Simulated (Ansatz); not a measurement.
C (diamond)

```xyz
2
Lattice="0.0000 1.7858 1.7858 1.7858 0.0000 1.7858 1.7858 1.7858 0.0000" Properties=species:S:1:pos:R:3 pbc="T T T"
C      1.7858     1.7858     1.7858
C      2.6787     2.6787     2.6787
```

The slice is a {100} plane (indices of the conventional cell) through the point (0.750, 0.750, 0.750) (fractional), spanned by u = [100] and v = [0 1 -1] in vectors of this cell: u (2.53 Å) and v (2.53 Å, at 90° to u). It covers one period; positions are fractions (u, v).

These are PBE (plane waves to 420 eV, PAW, scalar-relativistic; Ansatz, a first-principles code) values and carry that method's errors. k mesh 16×16×16. Inside the PAW spheres the values are not all-electron values, and peaks at nuclei hang on which shells count as valence. C was relaxed with its symmetry unable to fall. The PAW data are Ansatz's earlier set.

Q: Predict the map of the electron localisation function (ELF) on the slice.

A: 
```
|xxxxxx--**%%@@@@@@%%##******##%%@@@@@@%%**--xxxx|
|xxxxxx==##%%@@@@%%##**++++++**##%%@@@@%%##==xxxx|
|----==**##%%%%%%%%##++++==++++##%%%%%%%%##**==--|
|****####%%%%%%##**++====--====++**##%%%%%%####**|
|%%%%%%%%%%####**++==--::::::--==++**####%%%%%%%%|
|@@@@@@%%%%##**++----::......::----++**##%%%%@@@@|
|@@@@@@%%##**++--::..............::--++**##%%@@@@|
|@@@@%%%%**++--::....          ....::--++**%%%%@@|
|%%%%####++==--....              ....--==++####%%|
|####**++==--::..                  ..::--==++**##|
|****++++==::....                  ....::==++++**|
|****++==--::....                  ....::--==++**|
|****++++==::....                  ....::==++++**|
|####**++==--::..                  ..::--==++**##|
|%%%%####++==--....              ....--==++####%%|
|@@@@%%%%**++--::....          ....::--++**%%%%@@|
|@@@@@@%%##**++--::..............::--++**##%%@@@@|
|@@@@@@%%%%##**++----::......::----++**##%%%%@@@@|
|%%%%%%%%%%####**++==--::::::--==++**####%%%%%%%%|
|****####%%%%%%##**++====--====++**##%%%%%%####**|
|----==**##%%%%%%%%##++++==++++##%%%%%%%%##**==--|
|xxxxxx==##%%@@@@%%##**++++++**##%%@@@@%%##==xxxx|
|xxxxxx--**%%@@@@@@%%##******##%%@@@@@@%%**--xxxx|
|xxxxxx--**%%@@@@@@%%##******##%%@@@@@@%%**--xxxx|
```
Scale: ten equal steps from 0.02 (start of ' ') to 0.77 (end of '@'), in the order ' .:-=+*#%@'. Values: electron localisation function (ELF). The map has 24 points along u (two characters each, u = 0 at the left) and 24 along v (v = 0 in the bottom row). Points within 0.3 Å of a nucleus are blanked (x), as the pseudised field means little there.
